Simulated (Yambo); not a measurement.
SrCuSeF (space group P4/nmm, No. 129), G0W0@LDA in Yambo; all else as in the reference (4×4×1 Γ-centred k mesh, bands 19 to 187 and a 6 Ry block in the screening, 187 bands in G with the Bruneval-Gonze terminator, plasmon pole fitted at 27.2 eV). One parameter is varied: the cutoff of the wavefunctions in Yambo, over 10, 20, 30, 50, 92 Ry.

**Question.** From which value on does the gap Γ → Γ stay within 0.05 eV of the largest setting?

**Answer.** From 50 Ry on.
```
cutoff of the wavefunctions in Yambo (Ry)  G0W0 gap (eV)  valence shift (eV)
-----------------------------------------  -------------  ------------------
10                                                  1.64                0.18
20                                                  1.54                0.23
30                                                  1.90               -0.30
50                                                  2.20               -0.68
92                                                  2.22               -0.70
```
The last step of the sweep still moves the gap by 15 meV; the other settings are held fixed.

The standard potential for Se keeps a d shell in the valence without the s and p states of that shell. In tests on such compounds this moved G0W0 gaps by up to about 0.9 eV, so absolute quasiparticle energies here are unreliable; differences between settings are what counts.

Spin-orbit coupling is not included.

Geometry of the Materials Project entry, not relaxed at this level; primitive cell a = 4.094 Å, b = 4.094 Å, c = 8.901 Å, α = 90.00°, β = 90.00°, γ = 90.00°.

A shift is the quasiparticle energy of the state minus its LDA energy.
